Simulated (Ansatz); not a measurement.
The elements of this relaxed trial crystal are hidden behind letters.

```
lattice vectors (Å)
   4.0610    0.0000    0.0000
   0.0000    4.0610    0.0000
   0.0000    0.0000   11.4757
fractional positions
X 0.0000 0.0000 0.0000
Z 0.5000 0.5000 0.2497
Z 0.0000 0.0000 0.5000
Z 0.5000 0.5000 0.7503
Q 0.5000 0.0000 0.1241
Q 0.0000 0.5000 0.3749
Q 0.5000 0.0000 0.6251
Q 0.0000 0.5000 0.8759
```

Level of theory: DFT PBE, scalar-relativistic, plane waves, PAW in Ansatz. The final run on the 8-atom cell used 420 eV, a Γ-centred 10×10×4 mesh, 0.02 eV smearing and no spin polarisation.

* Space group: P-4m2 (No. 115)
* Conventional cell: a = 4.061 Å, c = 11.476 Å
* Volume per atom: 23.66 Å³
* Density: 4.70 g/cm³
* Energy over the elements: −0.384 eV/atom
* Gap on the 10×10×4 mesh of the 8-atom cell: 0.52 eV

Energies are uncorrected and count from the elements' standard states at the same level.

Problem. X is a p-block element of period 3, Z is a p-block element of period 4 and Q is a p-block element of period 4. Which elements are they?

Solution. X = Al, Z = Ga, Q = As, so the formula is AlGa3As4. Density times volume gives a mean mass of 4.70 × 23.66/1.6605 = 67.0 u per atom, and this set has 67.0 u. Around Al lie 4 As at 2.48 Å; Ga on a site of symmetry 2mm is surrounded by 4 As at 2.49 Å; around As on its first site lie 2 Al at 2.48 Å and 2 Ga at 2.49 Å; 2 more sites not described. Other sets within the hints have nearly the same mass, so mass alone doesn't settle it; this one was computed.

Kohn–Sham gaps at this level usually fall short of measured ones. A later test with randomly moved atoms came back to the same energy, though modes that don't fit the test's cell weren't probed.
